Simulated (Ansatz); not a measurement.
BN (zinc blende)

```yaml
crystal:
  lattice:
    - [0.00000, 1.80487, 1.80487]
    - [1.80487, 0.00000, 1.80487]
    - [1.80487, 1.80487, 0.00000]
  atoms:
    - { symbol: N, position: [0.75000, 0.75000, 0.75000] }
    - { symbol: B, position: [0.00000, 0.00000, 0.00000] }
```

The slice is a {110} plane (indices of the conventional cell) through the point (0.750, 0.750, 0.750) (fractional), spanned by u = [100] and v = [1 -1 -1] in vectors of this cell: u (2.55 Å) and v (3.61 Å, at 90° to u). It covers one period; positions are fractions (u, v).

Level of theory: r2SCAN (plane waves to 500 eV, PAW, scalar-relativistic; Ansatz, a program for electronic structure). k mesh 16×16×16. Near the nuclei the fields are pseudised (PAW); where an atom keeps semicore shells as valence, they peak there. BN was relaxed with its symmetry unable to fall.

Question: Around which element is the density of the highest valence band (whole band, smooth part) largest on this plane?

Answer: N. Mean over a disc round each atom, of radius 0.45 times the shortest bond: N 0.425, B 0.154 e/Å³.

Question: What is the ELF at the midpoint of the shortest N–B line in this plane (1.56 Å)?

Answer: 0.9.

Question: What is the valence density on the shortest N–B line in this plane (1.56 Å), at its midpoint?

Answer: 1.46 e/Å³.

Question: Sketch the valence electron density on this plane as a map.

Answer: 
```
|9999999988777766554444445566777788999999|
|9999999988777766555555555566777788999999|
|9999998888777766665555556666777788889999|
|8888888877777766665555556666777777888888|
|7777777777666666555544555566666677777777|
|6666666666666655554433445555666666666666|
|5555555555555555443322334455555555555555|
|4444444444555555443333334455555544444444|
|2233333344444455444444444455444444333333|
|1122222233334444555555555544443333222222|
|1111112222334444555555555544443322221111|
|0000111122333344445555554444333322111100|
|0000001111223333444444444433332211110000|
|0000000011222233333344333333222211000000|
|0000000011112222333333333322221111000000|
|0000000011111122222222222222111111000000|
|1111111111111111111111111111111111111111|
|1111111111111111111111111111111111111111|
|2222222211111100000000000000111111222222|
|4433333322221100000000000000112222333333|
|5555444433222211000000000011222233444455|
|6666555544332211110000001111223344555566|
|7777776655443322110000001122334455667777|
|8888887766554433221111112233445566778888|
|9999888877665533222211222233556677888899|
|9999998888665544332222223344556688889999|
|9999999988776655443333334455667788999999|
|9999999988776655444444444455667788999999|
```
Scale: ten equal steps from -1.09 (start of '0') to 0.57 (end of '9'), in the order '0123456789'. Values: log₁₀ of the valence density in e/Å³. The map has 20 points along u (two characters each, u = 0 at the left) and 28 along v (v = 0 in the bottom row). The scale is logarithmic, as a density can span decades between atoms and voids.
